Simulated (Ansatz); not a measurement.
Rb3LiPb4:
```
CELL_PARAMETERS angstrom
      3.63851    -8.20419     0.00000
      3.63851     8.20419     0.00000
      0.00000     0.00000    10.64471
ATOMIC_POSITIONS crystal
  Rb 0.22186 0.77814 0.25000
  Rb 0.77814 0.22186 0.75000
  Rb 0.61307 0.38693 0.04196
  Rb 0.38693 0.61307 0.95804
  Rb 0.38693 0.61307 0.54196
  Rb 0.61307 0.38693 0.45804
  Li 0.00000 0.00000 0.00000
  Li 0.00000 0.00000 0.50000
  Pb 0.18351 0.25050 0.25000
  Pb 0.81649 0.74950 0.75000
  Pb 0.25050 0.18351 0.75000
  Pb 0.74950 0.81649 0.25000
  Pb 0.83263 0.16737 0.10676
  Pb 0.16737 0.83263 0.89324
  Pb 0.16737 0.83263 0.60676
  Pb 0.83263 0.16737 0.39324
```

Relaxed with r²SCAN.

**Question.** Give the Bader charges and basin volumes of the independent atoms, plane-wave PAW r²SCAN (Ansatz code).

**Answer.** 

| atom | Bader charge (e) | Bader volume (Å³) |
|---|---|---|
| Rb1 | +0.75 | 35.7 |
| Rb3 | +0.72 | 32.8 |
| Li7 | +0.86 | 4.6 |
| Pb9 | -0.79 | 52.1 |
| Pb13 | -0.74 | 53.8 |

Space group Cmcm. The workflow started from a Materials Project entry (that database holds measured and hypothetical structures alike); the Crystallography Open Database copy checked does not list it. Whether it is the stable phase at ambient conditions was not checked. The cell was relaxed with r²SCAN under the symmetry of its start; its stability against distortions is not shown here. Scalar-relativistic: spin–orbit coupling is off unless named, which matters more the heavier the elements.

Potentials: the later of the program's two PAW sets.
